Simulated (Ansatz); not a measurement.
PbI$_{2}$ (CdI2 type)

```yaml
crystal:
  lattice:
    - [4.55901, 0.00000, 0.00000]
    - [-2.27951, 3.94822, 0.00000]
    - [0.00000, 0.00000, 6.97266]
  atoms:
    - { symbol: Pb, position: [0.00000, 0.00000, 0.00000] }
    - { symbol: I, position: [0.33333, 0.66667, 0.27094] }
    - { symbol: I, position: [0.66667, 0.33333, 0.72906] }
```

The relaxed cell is deformed in two ways at once: its volume V is scaled, and at that volume it is stretched along z (the c axis of the conventional cell) so that c/a changes. Fractional atomic positions are held.

Level of theory: PBE-D3(BJ) (plane waves to 420 eV, PAW, scalar-relativistic; Ansatz, a quantum-chemistry and plane-wave program). k mesh 8×8×5 (Γ-centred), Fermi-Dirac smearing 0.05 eV. E stands for the smeared free energy. As the atoms are clamped, bonds stretch with the cell, which overstates energies and stresses. PbI2 was relaxed with its symmetry unable to fall. Spin-orbit coupling is left out, though I and Pb are heavy. The zero of ΔE is the relaxed starting cell.

Q: What ΔE (eV/atom) does the calculation give at all points of the grid V/V₀ = 0.960, 0.973, 0.987, 1.000, 1.013, 1.027, 1.040 by (c/a)/(c/a)₀ = 0.880, 0.920, 0.960, 1.000, 1.040, 1.080, 1.120?

A: ΔE (eV/atom), with V/V₀ across and (c/a)/(c/a)₀ down:

```tsv
(c/a)/(c/a)₀ \ V/V₀	0.960	0.973	0.987	1.000	1.013	1.027	1.040
0.880	0.0211	0.0178	0.0159	0.0153	0.0160	0.0179	0.0209
0.920	0.0131	0.0096	0.0075	0.0068	0.0074	0.0092	0.0120
0.960	0.0080	0.0045	0.0024	0.0017	0.0023	0.0040	0.0068
1.000	0.0061	0.0026	0.0006	0.0000	0.0006	0.0024	0.0053
1.040	0.0074	0.0041	0.0022	0.0017	0.0025	0.0044	0.0075
1.080	0.0120	0.0089	0.0073	0.0070	0.0080	0.0101	0.0133
1.120	0.0200	0.0172	0.0159	0.0158	0.0171	0.0194	0.0229
```

(A scan under strain: stresses follow from slopes of the energy per volume, elastic moduli from its curvatures.)
